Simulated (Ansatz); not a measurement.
Input file for Ansatz (an electronic-structure program):

Ansatz 0.2 input:
```yaml
crystal:
  lattice:
    - [3.5905320442, 0.0, 0.0]
    - [-1.7952660221, 3.1094919634, 0.0]
    - [0.0, 0.0, 15.4470162654]
  atoms:
    - { symbol: Ga, position: [0.3333333333, 0.6666666667, 0.1707694963] }
    - { symbol: Ga, position: [0.6666666667, 0.3333333333, 0.6707694963] }
    - { symbol: Ga, position: [0.3333333333, 0.6666666667, 0.3292305037] }
    - { symbol: Ga, position: [0.6666666667, 0.3333333333, 0.8292305037] }
    - { symbol: S, position: [0.3333333333, 0.6666666667, 0.6003346929] }
    - { symbol: S, position: [0.6666666667, 0.3333333333, 0.1003346929] }
    - { symbol: S, position: [0.3333333333, 0.6666666667, 0.8996653071] }
    - { symbol: S, position: [0.6666666667, 0.3333333333, 0.3996653071] }
kpoints:
  mp_grid: { grid: [7, 7, 2] }
  band_path:
    path:
      - [[0.0, 0.0, 0.0], [0.5, 0.0, 0.0], [0.3333333333, 0.3333333333, 0.0], [0.0, 0.0, 0.0], [0.0, 0.0, 0.5], [0.5, 0.0, 0.5], [0.3333333333, 0.3333333333, 0.5], [0.0, 0.0, 0.5]]  # Γ-M-K-Γ-A-L-H-A
      - [[0.5, 0.0, 0.5], [0.5, 0.0, 0.0]]  # L-M
      - [[0.3333333333, 0.3333333333, 0.5], [0.3333333333, 0.3333333333, 0.0]]  # H-K
      - [VBM, CBM]
    npoints: 8
basis: { xc_grid: 2 }
hamiltonian:
  xc: pbe
  dispersion: d3bj
  pseudopotentials: { kind: paw }
magnetization: { noncollinear: true, spin_orbit: true }
scf:
  n_extra_bands: 16
  convergence: { dr2_threshold: 0.0000000001 }
  occupations: { method: gaussian, width: 0.01 }
checkpoint: { write: soc.run }
output: { eigenvalues: true }
```

Output (shortened):

```
Pseudopotential: Ga, paw_fr, valence charge 13
Pseudopotential: S, paw_fr, valence charge 6
Functional definition: PBE
non-collinear run that drives no moment, with spin-orbit …
Crystal: 8 atoms, lattice volume = 172.462 Å³
Basis set: ecut = 420 eV, 3345 PW (Γ), exchange–correlation on 48×48×216 points (8 copies of the dense FFT grid, shifted against one another)
Bands: 92, of which v1, the nominal top of the filled ones, is band 76 counted from 1 (75 counted from 0)
Symmetry: 24 space group operations + 24 with time reversal
k-points: 16 of 98
Projection manifold: j_resolved (fully-relativistic pseudo-atomic orbitals)
SCF iter   1: F=—  HF=-18750.035785 eV  |F-HF|=—  |Δ(HF+E_count)|=         —  Δρ=4.50e-2  dr2=9.40e0  dr2_m=0.00e0 (ungated)  ethr=3.10e-3  |M|=0.00e0 ∫|m|=0.00e0 μB  |m|>n=0.0e0 m-floor=0.0e0 τ_xc=0.0e0  β_m=0.30  ⟨swp⟩=6.1  Hψ=3337  notcnv=0  defer=12
preconditioner: auto → Resta (q_TF=auto, 2.380 Å⁻¹)
spin=Noncollinear: Resta preconditioning applied to the charge; magnetization (m_x, m_y, m_z) channels mix plain (no charge-response kernel on spin).
SCF iter   2: F=—  HF=-18748.674050 eV  |F-HF|=—  |Δ(HF+E_count)|=    1.36e0  Δρ=2.96e-2  dr2=2.88e0  dr2_m=0.00e0 (ungated)  ethr=3.10e-3  |M|=0.00e0 ∫|m|=0.00e0 μB  |m|>n=0.0e0 m-floor=0.0e0 τ_xc=0.0e0  β_m=0.49  ⟨swp⟩=3.0  Hψ=1061  notcnv=0  defer=136
SCF iter   3: F=—  HF=-18748.017763 eV  |F-HF|=—  |Δ(HF+E_count)|=   6.56e-1  Δρ=1.08e-2  dr2=1.90e-1  dr2_m=0.00e0 (ungated)  ethr=3.10e-3  |M|=0.00e0 ∫|m|=0.00e0 μB  |m|>n=0.0e0 m-floor=0.0e0 τ_xc=0.0e0  β_m=0.58  ⟨swp⟩=2.9  Hψ=975  notcnv=0  defer=136
SCF iter   4: F=—  HF=-18747.993643 eV  |F-HF|=—  |Δ(HF+E_count)|=   2.41e-2  Δρ=3.27e-3  dr2=1.76e-2  dr2_m=0.00e0 (ungated)  ethr=2.50e-4  |M|=0.00e0 ∫|m|=0.00e0 μB  |m|>n=0.0e0 m-floor=0.0e0 τ_xc=0.0e0  β_m=0.58  ⟨swp⟩=2.8  Hψ=1532  notcnv=0  defer=132
SCF iter   5: F=—  HF=-18747.995135 eV  |F-HF|=—  |Δ(HF+E_count)|=   1.49e-3  Δρ=1.25e-3  dr2=3.18e-3  dr2_m=0.00e0 (ungated)  ethr=2.32e-5  |M|=0.00e0 ∫|m|=0.00e0 μB  |m|>n=0.0e0 m-floor=0.0e0 τ_xc=0.0e0  β_m=0.72  ⟨swp⟩=2.0  Hψ=1340  notcnv=0  defer=132
SCF iter   6: F=—  HF=-18747.998032 eV  |F-HF|=—  |Δ(HF+E_count)|=   2.90e-3  Δρ=3.73e-4  dr2=2.38e-4  dr2_m=0.00e0 (ungated)  ethr=4.19e-6  |M|=0.00e0 ∫|m|=0.00e0 μB  |m|>n=0.0e0 m-floor=0.0e0 τ_xc=0.0e0  β_m=0.86  ⟨swp⟩=2.9  Hψ=1190  notcnv=0  defer=132
SCF iter   7: F=—  HF=-18747.998474 eV  |F-HF|=—  |Δ(HF+E_count)|=   4.43e-4  Δρ=7.89e-5  dr2=1.35e-5  dr2_m=0.00e0 (ungated)  ethr=3.13e-7  |M|=0.00e0 ∫|m|=0.00e0 μB  |m|>n=0.0e0 m-floor=0.0e0 τ_xc=0.0e0  β_m=0.93  ⟨swp⟩=2.0  Hψ=994  notcnv=0  defer=132
SCF iter   8: F=—  HF=-18747.998520 eV  |F-HF|=—  |Δ(HF+E_count)|=   4.57e-5  Δρ=1.72e-5  dr2=6.81e-7  dr2_m=0.00e0 (ungated)  ethr=1.77e-8  |M|=0.00e0 ∫|m|=0.00e0 μB  |m|>n=0.0e0 m-floor=0.0e0 τ_xc=0.0e0  β_m=0.96  ⟨swp⟩=2.0  Hψ=960  notcnv=0  defer=132
SCF iter  12: F=-18747.998591 eV  HF=-18747.998591 eV  |F-HF|=2.91e-11  |Δ(HF+E_count)|=  1.31e-10  Δρ=9.56e-8  dr2=3.46e-11  dr2_m=0.00e0 (ungated)  ethr=1.00e-12  |M|=0.00e0 ∫|m|=0.00e0 μB  |m|>n=0.0e0 m-floor=0.0e0 τ_xc=0.0e0  ⟨swp⟩=10.4  Hψ=2514  notcnv=0
SCF 1 converged in 12 iterations: F = -18747.998591 eV  dr2 = 3.46e-11
NSCF: frozen V_eff on 28 k-points
NSCF: frozen V_eff on 28 k-points
NSCF: frozen V_eff on 28 k-points
NSCF: frozen V_eff on 24 k-points
NSCF: frozen V_eff on 11 k-points
NSCF: frozen V_eff on 8 k-points
NSCF: frozen V_eff on 8 k-points
NSCF: frozen V_eff on 8 k-points
NSCF: frozen V_eff on 5 k-points
NSCF: frozen V_eff on 84 k-points
SCF converged after 12 iterations
Magnetization: |M| = 0.0000 μB,  M = (+0.0000, +0.0000, +0.0000) μB
Absolute magnetization: 0.0000 μB (∫|m|)
  site 0: m = (+0.0000, +0.0000, +0.0000) μB, |m| = 0.0000 μB  (R = 0.97 Å)
  site 1: m = (+0.0000, +0.0000, +0.0000) μB, |m| = 0.0000 μB  (R = 0.97 Å)
  site 2: m = (+0.0000, +0.0000, +0.0000) μB, |m| = 0.0000 μB  (R = 0.97 Å)
  site 3: m = (+0.0000, +0.0000, +0.0000) μB, |m| = 0.0000 μB  (R = 0.97 Å)
  site 4: m = (+0.0000, +0.0000, +0.0000) μB, |m| = 0.0000 μB  (R = 0.97 Å)
  site 5: m = (+0.0000, +0.0000, +0.0000) μB, |m| = 0.0000 μB  (R = 0.97 Å)
  site 6: m = (+0.0000, +0.0000, +0.0000) μB, |m| = 0.0000 μB  (R = 0.97 Å)
  site 7: m = (+0.0000, +0.0000, +0.0000) μB, |m| = 0.0000 μB  (R = 0.97 Å)
Free energy (F): -18747.998591 eV
Harris-Foulkes:  -18747.998591 eV  (|F-HF|=2.91e-11)
Internal energy: -18747.998591 eV  (E = F + TS)
E sigma→0 (E₀):  -18747.998591 eV
Fermi energy:    7.140136 eV
--- Per-component energies (eV) ---
  E_band       = -315.453417
  E_kinetic    = 888.884259
  E_local      = -10022.479023  (includes V_loc(G=0)·N_el)
  E_nonlocal   = 1815.728936
  E_hartree    = 4625.566992
  E_xc         = -663.762577
  E_vxc        = -580.307993  (∫ρ·V_xc dr)
  E_paw        = -10359.535906  (= ΣΔE_a)
  E_vpaw       = -1668.413367  (= ΣTr[D̂ρ^β])
  E_aug_tail   = -0.000451  (compensation charges beyond the density's cutoff)
  E_ewald      = -5030.217169
  E_disp       = -2.183652  (pairwise vdW)
  E_smearing   =  0.000000  (= −TS)
  E_closure    = 0.000000  (closes the sum)
  Σ components = -18747.998591   (vs F -18747.998591, Δ=0.00e0)
  [band-id]    e_kinetic+e_local+e_nonlocal+2·e_hartree+e_vxc+e_vpaw+e_augmentation_tail = -315.453655   (vs E_band -315.453417, Δ=-2.38e-4)
--- Band table (eV; the first three rows and the last of 16) ---
  k-point 0: bands = ["-8.7434", "-8.7434", "-8.7419", "-8.7419", "-8.7069", "-8.7069", "-8.7068", "-8.7068", "-8.6960", "-8.6960", "-8.6959", "-8.6959", "-8.6694", "-8.6694", "-8.6671", "-8.6671", "-8.2794", "-8.2794", "-8.2788", "-8.2788", "-8.2763", …
  k-point 1: bands = ["-8.7426", "-8.7426", "-8.7426", "-8.7426", "-8.7068", "-8.7068", "-8.7068", "-8.7068", "-8.6959", "-8.6959", "-8.6959", "-8.6959", "-8.6682", "-8.6682", "-8.6682", "-8.6682", "-8.2790", "-8.2790", "-8.2790", "-8.2790", "-8.2761", …
  k-point 2: bands = ["-8.7774", "-8.7774", "-8.7753", "-8.7753", "-8.7241", "-8.7241", "-8.7218", "-8.7218", "-8.7011", "-8.7011", "-8.7005", "-8.7005", "-8.6615", "-8.6615", "-8.6605", "-8.6605", "-8.3661", "-8.3661", "-8.3590", "-8.3590", "-8.2833", …
  k-point 15: bands = ["-8.8860", "-8.8860", "-8.8585", "-8.8585", "-8.8227", "-8.8227", "-8.7948", "-8.7948", "-8.6997", "-8.6997", "-8.6673", "-8.6673", "-8.6655", "-8.6655", "-8.6620", "-8.6620", "-8.4642", "-8.4642", "-8.3575", "-8.3575", "-8.3368", …
```

Cost: very roughly 8 core-minutes on shared cores.

Space group P6_3/mmc. The cell was relaxed with PBE+D3(BJ) under the symmetry of its start.

Potentials: the later of the program's two PAW sets.

Ansatz is a plane-wave DFT program.
